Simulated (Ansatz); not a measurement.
An elastic tensor (GPa, Voigt order, standard axes) from DFT-r²SCAN in the program Ansatz with PAW potentials:

|  | 1 | 2 | 3 | 4 | 5 | 6 |
|---|---|---|---|---|---|---|
| 1 | -8.9 | 70.1 | 70.1 | 0.0 | 0.0 | 0.0 |
| 2 | 70.1 | -8.9 | 70.1 | 0.0 | 0.0 | 0.0 |
| 3 | 70.1 | 70.1 | -8.9 | 0.0 | 0.0 | 0.0 |
| 4 | 0.0 | 0.0 | 0.0 | -77.3 | 0.0 | 0.0 |
| 5 | 0.0 | 0.0 | 0.0 | 0.0 | -77.3 | 0.0 |
| 6 | 0.0 | 0.0 | 0.0 | 0.0 | 0.0 | -77.3 |

Q: Pick the material that matches.
A. InP, zinc blende
B. NbP, CsCl type
C. P, diamond
D. GaP, zinc blende

A: C, P, diamond

Space group Fd-3m (diamond). The start of the workflow was typed in or built on a structure type; neither database checked (COD, Materials Project) lists it. It is not the phase usual at ambient conditions (space group No. 64). Symmetry was held in the r²SCAN relaxation. At this level the phase is mechanically unstable. As this level gives no gap, shear constants depend on the k-mesh and smearing (Fermi–Dirac, 0.1 eV here).

Potentials: the earlier of the program's two PAW sets.
